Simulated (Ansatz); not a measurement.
**As₈Pb: start and end of a relaxation**

The cell of As₈Pb is invented: Pb between sheets of the As type, stage 1 (P-3m1, No. 164) (sites filled 1 of 4). A sheet's type names the database crystal that the layer was cut from. Lengths were set from tabulated atomic sizes, so they are only a guess.

start:

Space group P-3m1 (No. 164). a = 7.519 Å, b = 7.519 Å, c = 4.650 Å, α = 90.00°, β = 90.00°, γ = 120.00°
| atom | site | symmetry | x | y | z |
| --- | --- | --- | --- | --- | --- |
| As | 6i | .m. | 0.8333 | 0.6667 | 0.1369 |
| As | 2d | 3m. | 0.3333 | 0.6667 | 0.1369 |
| Pb | 1b | -3m. | 0.0000 | 0.0000 | 0.5000 |

The calculation used Ansatz 0.2.0, DFT PBE+D3(BJ), scalar-relativistic, plane waves, PAW. Cutoff 420 eV, Gaussian smearing, Γ-centred meshes. Cell and atoms relax first on a coarse mesh and then on a finer one. In between, the cell is made exact in the group found at 0.06 Å. In metals the finer mesh still leaves noise of several meV/atom or more. The steps can't lower the symmetry of their start. No spin polarisation.

end:

Space group P-3m1 (No. 164). a = 7.177 Å, b = 7.177 Å, c = 5.361 Å, α = 90.00°, β = 90.00°, γ = 120.00°
```json
{"atom": "As", "site": "6i", "symmetry": ".m.", "x": "0.8251", "y": "0.6501", "z": "0.1152"}
{"atom": "As", "site": "2d", "symmetry": "3m.", "x": "0.3333", "y": "0.6667", "z": "0.1847"}
{"atom": "Pb", "site": "1b", "symmetry": "-3m.", "x": "0.0000", "y": "0.0000", "z": "0.5000"}
```

The symmetry stays P-3m1 (No. 164). The volume per atom grows by 5.0 %, from 25.3 to 26.6 Å³. The shortest distance goes from 2.52 Å (As–As) to 2.50 Å (As–As). The ratio c/a of the conventional cell changes by a factor of 1.21. The energy falls by about 0.11 eV/atom (the start's value is from the coarse mesh).

```
Volume per atom                          : 26.57 Å³
Density                                  : 5.60 g/cm³
Formation energy                         : +0.22 eV/atom
Gap on the 6×6×8 mesh of the 9-atom cell : 0 eV (a metal)
```

The zero of energy is the elements' standard structures at the same level; no fitted shifts are applied. The separate elements lie lower, so it is unstable against them.

The last run used Gaussian smearing of 0.10 eV. Spin–orbit coupling, which can matter for Pb, is left out. A structure relaxed within its symmetry needn't be a true minimum. In all, the 3 runs took 8.2 min on 1 thread of Arm Neoverse V2, with other jobs on the host.
